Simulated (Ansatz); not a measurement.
Relaxed-ion elastic tensor of GaP in space group I-4m2 (No. 119; Ga on 2c, P on 2a) in GPa (Voigt order), the program Ansatz at the LDA level (PAW); density 5.34 g/cm³, 15.64 Å³ per atom.

```
 157  80.0  77.0   0.0   0.0   0.0
80.0   157  77.0   0.0   0.0   0.0
77.0  77.0   105   0.0   0.0   0.0
 0.0   0.0   0.0  48.2   0.0   0.0
 0.0   0.0   0.0   0.0  48.2   0.0
 0.0   0.0   0.0   0.0   0.0  99.0
```

Question: Is the crystal mechanically stable?

Answer: Yes: the smallest eigenvalue of C is 43.6 GPa.

Question: Work out the Voigt, Reuss and Hill averages.

Answer: K_V = 98.6, K_R = 93.7, K_H = 96.2; G_V = 51.5, G_R = 40.7, G_H = 46.1 GPa.

Question: Give Young's modulus, Poisson's ratio, Pugh's ratio and the universal anisotropy index.

Answer: E = 9KG/(3K + G) = 119 GPa; ν = 0.29; K/G = 2.09 (ductile by the Pugh limit of 1.75); A_U = 5G_V/G_R + K_V/K_R − 6 = 1.38.

Question: Estimate the sound speeds and the Debye temperature.

Answer: v_l = √((K + 4G/3)/ρ) = 5430 m/s, v_t = √(G/ρ) = 2940 m/s, mean 3280 m/s; Θ = (h/k)(3n/4πV)^(1/3) v_m = 390 K.

Question: How much does each axis shrink under pressure?

Answer: Linear compressibilities β_i = Σ_j S_ij (j = 1 to 3): x 2.1, y 2.1, z 6.4 per TPa.

The first step of the workflow began from a Materials Project structure, measured or hypothetical; the Crystallography Open Database copy checked does not list it. It is not the phase usual at ambient conditions (space group No. 216). The cell was relaxed with LDA under the symmetry of its start; of distortions, only those at the zone centre were tested. As this level gives no gap, shear constants depend on the k-mesh and smearing (Fermi–Dirac, 0.1 eV here). Spin–orbit coupling is left out wherever it is not named.

Potentials: the later of the program's two PAW sets.
